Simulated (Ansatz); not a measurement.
Bi (A7 type, space group R-3m)

```xyz
2
Lattice="2.2603 1.3050 4.0094 -2.2603 1.3050 4.0094 0.0000 -2.6099 4.0094" Properties=species:S:1:pos:R:3 pbc="T T T"
Bi     0.0000     0.0000     2.8111
Bi     0.0000     0.0000     9.2172
```

In this cell atom 1 (Bi, nearest neighbour Bi at 3.068 Å; its periodic images, 4.5 Å or more away, move with it) is moved by s towards the nearest neighbour, unit vector (0.000, -0.851, -0.526); all other atoms and the cell stay fixed.

Computed with r2SCAN+rVV10 (plane waves to 500 eV, PAW, scalar-relativistic; Ansatz, a quantum-chemistry and plane-wave program). k mesh 10×10×10 (Γ-centred), Fermi-Dirac smearing 0.05 eV. Energies are smeared free energies. With partly filled bands, energies and forces of such displacements shift with the k mesh and the smearing. Bi was relaxed with its symmetry unable to fall. Spin-orbit coupling is left out, though Bi is heavy. ΔE is measured from the undisplaced structure.

Successive frames, forces in eV/Å:

| frame | ΔE (meV/cell) | F on Bi1 | F on Bi2 |
|---|---|---|---|
| s = 0.244 Å | 142 | (0.000, 1.028, 0.962) | (0.000, -1.028, -0.962) |
| s = 0.122 Å | 29 | (0.000, 0.382, 0.385) | (0.000, -0.382, -0.385) |
| s = 0.000 Å | 0 | (0.000, 0.000, -0.007) | (0.000, 0.000, 0.007) |

What are the energy and the forces in the next frame, s = -0.122 Å?

ΔE (meV/cell) = 18.

| atom | Fx | Fy | Fz |
|---|---|---|---|
| Bi1 | 0.000 | -0.148 | -0.217 |
| Bi2 | 0.000 | 0.148 | 0.217 |

(For displaced atoms, the force is minus the slope of the energy, and its curvature is a force constant, which sets phonon frequencies.)
